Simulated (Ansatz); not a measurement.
# Is this Ga₄SbAs₃ structure stable?

The cell was found from a structure generator's guess, not taken from experiment.

Level of theory: DFT PBE, scalar-relativistic, plane waves, PAW (Ansatz). The final run on the 8-atom cell used 420 eV, a Γ-centred 6×6×6 mesh, 0.10 eV smearing and no spin polarisation.

```xyz
8
Lattice="5.8677 0.0000 0.0000 0.0000 5.8677 0.0000 0.0000 0.0000 5.8677" Properties=species:S:1:pos:R:3 pbc="T T T"
Ga    1.4188    4.4489    4.4489
Ga    1.4188    1.4188    1.4188
Ga    4.4489    4.4489    1.4188
Ga    4.4489    1.4188    4.4489
Sb    2.9338    2.9338    2.9338
As    0.0000    2.9338    0.0000
As    0.0000    0.0000    2.9338
As    2.9338    0.0000    0.0000
```

Energies over the elements count from the elements' standard structures at the same level, with no fitted energy shifts.

Question: These tests were run: energy against the elements; random kick, then relaxation without symmetry; phonons at Γ. What do they show?

Answer:

```
                                         test                       result
                  energy against the elements                −0.28 eV/atom
random kick, then relaxation without symmetry                      returns
                                 phonons at Γ  lowest optical mode 66 cm⁻¹
```

It fails none of these tests. Whether a mixture of other phases lies lower isn't tested here. Phonons away from Γ weren't computed.

Spin–orbit coupling, which can matter for Sb, is left out. The reference form of As is held partly by dispersion forces, which this level lacks. The kick test ran on a coarse mesh. The run for the phonons used a 6×6×6 k mesh and Fermi–Dirac smearing of 0.15 eV.
